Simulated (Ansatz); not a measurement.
Method: Ansatz, DFT PBE, scalar-relativistic, plane waves, PAW. All cells share a 420 eV cutoff and Γ-centred k meshes spaced at most about 0.3 Å⁻¹ (about 0.25 or finer for metals, 2π included). No spin polarisation in the final relaxations.

All energies are static (0 K, no zero-point motion). All come from trial cells, and lower structures may exist.

Question: Which of these relaxed structures of SiSn4 is the lowest in energy?
A.

```
CELL_PARAMETERS angstrom
5.55663 0.00000 0.00000
0.00000 3.88581 0.00000
-0.41424 0.00000 6.14569
ATOMIC_POSITIONS crystal
Si 0.50000 0.50000 0.50000
Sn 0.75146 0.50000 0.12871
Sn 0.19370 0.00000 0.30906
Sn 0.80630 0.00000 0.69094
Sn 0.24854 0.50000 0.87129
```

B.

```
CELL_PARAMETERS angstrom
3.12004 1.80136 5.06036
-3.12004 1.80136 5.06036
0.00000 -3.60272 5.06036
ATOMIC_POSITIONS crystal
Si 0.50000 0.50000 0.50000
Sn 0.00000 0.00000 0.50000
Sn 0.50000 0.00000 0.00000
Sn 0.00000 0.50000 0.00000
Sn 0.00000 0.00000 0.00000
```

C.

```
CELL_PARAMETERS angstrom
-3.30025 3.30025 3.30025
3.30025 -3.30025 3.30025
3.30025 3.30025 -3.30025
ATOMIC_POSITIONS crystal
Si 0.00000 0.00000 0.00000
Sn 0.50000 0.50000 0.50000
Sn 0.50000 0.00000 0.00000
Sn 0.00000 0.00000 0.50000
Sn 0.00000 0.50000 0.00000
```

D.

```
CELL_PARAMETERS angstrom
3.92040 -4.46445 0.00000
3.92040 4.46445 0.00000
0.00000 0.00000 3.86869
ATOMIC_POSITIONS crystal
Si 0.50000 0.50000 0.50000
Sn 0.80879 0.19121 0.50000
Sn 0.24461 0.24461 0.00000
Sn 0.75539 0.75539 0.00000
Sn 0.19121 0.80879 0.50000
```

Answer: A. It has space group P2/m (No. 10); the next, D, with space group Cmmm (No. 65), lies 27 meV/atom higher. Counting Sn atoms around Si (those within 1.25 times the shortest such distance or 1.15 times the sum of covalent radii), the lowest and the next both have Si 6. Even the lowest lies +0.19 eV/atom against the elements.

Cells relaxed within their symmetry can be saddle points. The P2/m cell of SiSn4 came from shaking the Cmmm one. Some candidate types were left out of the draw beforehand, so a known form may be missing.
